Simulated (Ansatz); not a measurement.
Data sheet: Al (DFT)

Al:
```
CELL_PARAMETERS angstrom
     -1.60657     1.60657     1.60657
      1.60657    -1.60657     1.60657
      1.60657     1.60657    -1.60657
ATOMIC_POSITIONS crystal
  Al 0.00000 0.00000 0.00000
```

Space group Im-3m (No. 229), bcc (W type); conventional cell a = 3.213 Å, b = 3.213 Å, c = 3.213 Å, α = 90.00°, β = 90.00°, γ = 90.00°.

Method: PBEsol in the plane-wave PAW code Ansatz. The cell and atoms are relaxed at this level. Other levels are named where they apply.

Cell and energy:

- Volume per atom: 16.59 Å³
- Density: 2.70 g/cm³

Electronic structure:

* **Electronic character**: metallic (no gap)
* **Density of states at the Fermi level**: 0.42 states/eV per atom (mean over ±0.08 eV)

Mechanics:

* **Bulk modulus (Birch–Murnaghan fit)**: 73.4 GPa
* **Pressure derivative B′**: 4.0
* **Elastic constants (relaxed ions, GPa)**: C11 = 50.3, C12 = 84.1, C44 = 45.2
* **Mechanical stability**: unstable (C has a negative eigenvalue)

Phonons:

- Dynamical stability on the path: unstable, down to 110i cm⁻¹

The first step of the workflow began from a Materials Project structure, measured or hypothetical; the Crystallography Open Database copy checked does not list it. It is not the phase usual at ambient conditions (space group No. 225). The cell was relaxed with PBEsol under the symmetry of its start. As this level gives no gap, shear constants depend on the k-mesh and smearing (Fermi–Dirac, 0.1 eV here). As this level gives no gap, phonon frequencies hold no LO–TO term and depend on the k-mesh and smearing (Fermi–Dirac, 0.1 eV here).

Potentials: the earlier of the program's two PAW sets. The files were generated under PBE; for other functionals the program regenerates the frozen cores, and for LDA and PBEsol the local potential too.
